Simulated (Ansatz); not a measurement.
Below is a relaxed structure of Si2Br. The cell was found from a structure generator's guess, not taken from experiment.

These are results of Ansatz, DFT PBE, scalar-relativistic, plane waves, PAW, not measurements. Cutoff 420 eV, Γ-centred mesh, Gaussian smearing, no spin polarisation.

```
Si Br
1.0
     1.95318    1.12767    5.77013
    -1.95318    1.12767    5.77013
     0.00000   -2.25534    5.77013
Si Br
2 1
Direct
  0.85280 0.85280 0.85280
  0.14720 0.14720 0.14720
  0.00000 0.00000 0.00000
```

The zero of energy is the elements' standard structures at the same level; no fitted shifts are applied. The references include crystalline Br.

Problem. What space group does it have?

Solution. R-3m (No. 166). Conventional cell: a = 3.906 Å, c = 17.310 Å. Si is surrounded by 3 Si at 2.35 Å and 1 Br at 2.55 Å; Br is surrounded by 2 Si at 2.55 Å.

Problem. What is its formation energy per atom?

Solution. +0.02 eV/atom. The formation energy is too near zero to say whether this cell lies below the elements.

Problem. Is it a metal?

Solution. Yes, bands cross the Fermi level on the 12×12×12 mesh.

The last run used a 12×12×12 mesh for its 3-atom cell and Gaussian smearing of 0.10 eV. For metals, differences of a few meV/atom aren't resolved. An odd number of electrons in the primitive cell allows no gap without spin; a larger cell or a magnetic state could open one. The cell is a metal run without spin; a magnetic state may lie lower. The reference form of Br is held partly by dispersion forces, which this level lacks. A structure relaxed within its symmetry needn't be a true minimum. Another cell of Si2Br relaxed alike, in P2_1/m, lies 78 meV/atom lower, so this cell isn't the stable form at this level.
